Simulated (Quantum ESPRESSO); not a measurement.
Mo5Ti2Ir, one composition in several site orders

A calculation, not a measurement. The program is pw.x of Quantum ESPRESSO 7.5 (plane-wave density functional theory). The cell is made up: eight metal atoms on a hexagonal close-packed lattice, with elements, volume, strain and displacements drawn at random and not relaxed, so it may be unstable or far from any real phase. PseudoDojo standard norm-conserving files set the functional (PBE unless stated); there is no spin polarisation or spin-orbit coupling, the Fermi-Dirac width of 0.25 eV means electrons at about 2900 K, and the masses in the input are unused placeholders. Heavy elements are run without spin-orbit coupling, which real alloys of them have. A spin test at this wide smearing found no moment, but such smearing suppresses magnetism that the real alloy may have.

The runs put one composition on the sites in different orders. Cell, positions, cutoff, mesh and smearing stay as in the input of run 1; sites are counted in its order. Stress in the tables is positive in tension.

Input of run 1:

```
&control calculation='scf', pseudo_dir='./dojo.nc.sr.pbe.v0_5.standard.upf', outdir='./o', disk_io='minimal', tprnfor=.true., tstress=.true. /
&system ibrav=0, nat=8, ntyp=3, nbnd=74, ecutwfc=84.00895049, nosym=.true., tot_charge=0,
 occupations='smearing', smearing='fd', degauss=0.0183746611
/
&electrons conv_thr=1.470e-08, electron_maxstep=70, mixing_beta=0.5 /
ATOMIC_SPECIES
Ir 1.0 Ir.upf
Mo 1.0 Mo.upf
Ti 1.0 Ti.upf
CELL_PARAMETERS angstrom
-0.0685 4.9001 -0.0354
2.8157 -0.0717 4.4327
2.8432 -0.0075 -4.4502
ATOMIC_POSITIONS angstrom
Mo 0.025 0.0141 0.0178
Ti 2.8231 -0.0405 -0.0167
Mo 2.8221 1.6192 -2.2233
Ti 2.7897 1.6079 2.2154
Mo 1.3756 2.4412 -0.0175
Mo 4.2504 2.4042 -0.0429
Mo 1.3377 4.087 -2.2867
Ir 1.3818 3.9926 2.1991
K_POINTS automatic
5 5 5 1 1 1
```

```
run  elements on sites 1 to 8  free energy less that of run 1 (eV)  -TS (eV)  pressure (GPa)  stress xx (GPa)  stress yy (GPa)  stress zz (GPa)  stress yz (GPa)  stress xz (GPa)  stress xy (GPa)  iterations
  1   Mo Ti Mo Ti Mo Mo Mo Ir                                0.000    -2.173            9.05            -6.76            -6.73           -13.67             0.02            -0.83             0.49          21
  2   Mo Ti Mo Mo Mo Ir Ti Mo                                0.018    -2.141            9.15            -6.58            -6.83           -14.04             1.53            -0.34             0.32          20
  3   Ir Mo Mo Ti Mo Mo Mo Ti                                0.064    -2.185            8.85            -7.07            -8.28           -11.20            -0.52             1.73             0.32          19
  4   Mo Mo Ti Mo Ir Ti Mo Mo                               -0.006    -2.175            9.13            -5.81            -8.57           -13.00            -0.36            -1.83            -0.15          20
  5   Ti Ti Ir Mo Mo Mo Mo Mo                                0.027    -2.130            8.98            -8.06            -6.92           -11.98             0.57             0.32            -0.31          18
  6   Ti Mo Mo Mo Ir Ti Mo Mo                               -0.002    -2.148            9.11            -5.36            -8.04           -13.93            -0.17             0.19             0.22          21
```

Forces Fx Fy Fz (eV/Å):

```
site              run 1              run 2              run 3             run 4              run 5             run 6
   1    0.18 -0.32 0.32  -0.08 -0.08 -0.02   0.02 -0.08 -0.06  0.40 -0.20 -0.22    0.07 -0.11 0.53  0.63 -0.12 -0.04
   2   0.25 -0.20 -0.28    0.52 0.05 -0.06     0.21 0.11 0.00   -0.03 0.16 0.19    0.19 0.07 -0.59   0.01 0.02 -0.06
   3  -0.25 -0.14 -0.22  -0.42 -0.32 -0.23  -0.48 -0.19 -0.34  -0.33 -0.25 0.00  -0.40 -0.52 -0.08  -0.34 -0.37 0.23
   4  -0.33 -0.03 -0.09   0.12 -0.50 -0.15    0.33 -0.60 0.17  0.00 -0.14 -0.30   0.13 -0.56 -0.18  0.08 -0.43 -0.51
   5    0.25 -0.07 0.10    0.34 0.20 -0.18    0.13 0.11 -0.29  0.29 -0.22 -0.11    0.32 0.18 -0.09  0.25 -0.22 -0.16
   6    -0.05 0.08 0.08   -0.31 -0.05 0.45    0.16 -0.35 0.48   -0.09 0.08 0.33    -0.04 0.15 0.34   -0.25 0.11 0.37
   7    0.20 -0.10 0.14    0.13 0.01 -0.25    0.21 0.38 -0.01    0.09 0.06 0.50     0.20 0.04 0.09    0.10 0.32 0.64
   8   -0.24 0.79 -0.06    -0.31 0.70 0.44    -0.59 0.62 0.05  -0.33 0.52 -0.40   -0.47 0.75 -0.02  -0.48 0.69 -0.47
```

The sites are displaced and not relaxed, so the energy differences mix bonding between neighbours with strain and are not ordering energies. A rerun of one cell of this series at a higher cutoff and on a denser mesh moved values by no more than 0.008 eV in energy, 0.05 GPa in stress and 0.015 eV/Å in force, and a second program with other atomic files agreed on that cell to 2 % rms in force and 0.5 GPa in pressure.